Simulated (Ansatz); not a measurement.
Nb (bcc (W type), Im-3m), a = b = c = 3.302 Å, α = β = γ = 90.00°; the cell used has 1 atom.

Relaxed with r²SCAN (plane waves, PAW; program Ansatz). Indices refer to the conventional cell of Im-3m, a = b = c = 3.302 Å, α = β = γ = 90.00°.

Simulate the powder diffraction pattern (neutron, λ = 1.5401 Å; lines above 1 %) up to 2θ = 90°.

Simulated powder pattern, neutron, λ = 1.5401 Å (kinematic, ideal powder, no thermal factors, coherent scattering alone; the 30 strongest lines at most, above 1 %, up to 2θ = 90°):

| 2θ (°) | d (Å) | I/Imax (%) | hkl |
|---|---|---|---|
| 38.51 | 2.335 | 100 | (110) |
| 55.60 | 1.651 | 27 | (200) |
| 69.67 | 1.348 | 77 | (211) |
| 82.54 | 1.167 | 31 | (220) |

Symmetry was held in the r²SCAN relaxation. The run is not spin-polarised.

Potentials: the later of the program's two PAW sets.
